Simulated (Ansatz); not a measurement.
# Bands of TiN

```
Ti N
1.0
     0.00000    2.12200    2.12200
     2.12200    0.00000    2.12200
     2.12200    2.12200    0.00000
Ti N
1 1
Direct
  0.00000 0.00000 0.00000
  0.50000 0.50000 0.50000
```

Atom numbers follow the list: Ti1, N2.

The cell comes from COD entry 1011099, which wasn't checked; take it as a given geometry. It is an old determination, and later ones may differ.

Spin polarisation is left out, and whether a magnetic state lies lower isn't shown here.

Method: Ansatz 0.2.0, DFT, PBEsol, all-electron LAPW, scalar-relativistic.

Numerical set-up: a Γ-centred 17×17×17 k mesh, Fermi–Dirac smearing of 0.05 eV, basis error target 0.5 meV/atom, no spin polarisation.

Points in fractions of the reciprocal vectors of this cell: Γ (0, 0, 0), X (0.5, 0, 0.5), U (0.625, 0.25, 0.625), K (0.375, 0.375, 0.75), L (0.5, 0.5, 0.5), W (0.5, 0.25, 0.75). The path joins them by straight lines in the order Γ–X–U–K–Γ–L–W–X; legs that retrace an earlier one aren't tabulated. Energies are in eV from the Fermi level.

List the levels at U between -8 and 6 eV.

-5.83, -5.73, -4.46, -0.48, 2.01, 2.35, 3.63, 3.79.

List the levels at W between -8 and 6 eV.

-5.49 (×2), -5.37, 0.93 (×2), 2.43, 3.16, 3.89.

List the levels at Γ between -8 and 6 eV.

-2.02 (×3), -0.62 (×3), 0.58 (×2), 5.36.

What is the band gap?

none: with an odd electron count and no spin polarisation the bands can't all be full, a metal in this set-up (spin order or a larger cell could open a gap).
